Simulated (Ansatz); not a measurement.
Values for one crystal, relaxed and computed with r²SCAN in the plane-wave PAW code Ansatz; other levels are named.

* **Volume per atom**: 26.05 Å³
* **Electronic character**: metallic (no gap)
* **Formation energy from the elements (no fitted shifts)**: -103 kJ/mol of atoms
* **Density of states at the Fermi level**: 0.34 states/eV per atom (mean over ±0.08 eV)

Task: Which of these materials gives this?
A. HfGeTe, P4/nmm (Hf on 2c, Ge on 2a, Te on 2c)
B. YTiSi, P4/nmm (Y on 2c, Ti on 2a, Si on 2c)
C. TiTeSe, P3m1 (Ti on 1a, Te on 1c, Se on 1b)
D. TiSi2, Cmcm (Si on 4c, Si on 4c, Ti on 4c)

Result: C, TiTeSe, P3m1 (Ti on 1a, Te on 1c, Se on 1b)

The first step of the workflow began from a Materials Project structure, measured or hypothetical; the Crystallography Open Database copy checked does not list it. Whether it is the stable phase at ambient conditions was not checked. The cell was relaxed with r²SCAN under the symmetry of its start; its stability against distortions is not shown here. No spin polarisation was allowed. A crystal of weakly bound layers computed without a dispersion correction: the cell and the soft elastic constants depend strongly on that. The references are the lowest solids computed at this level, not always the standard phases. Spin–orbit coupling is left out wherever it is not named.

Potentials: the later of the program's two PAW sets.
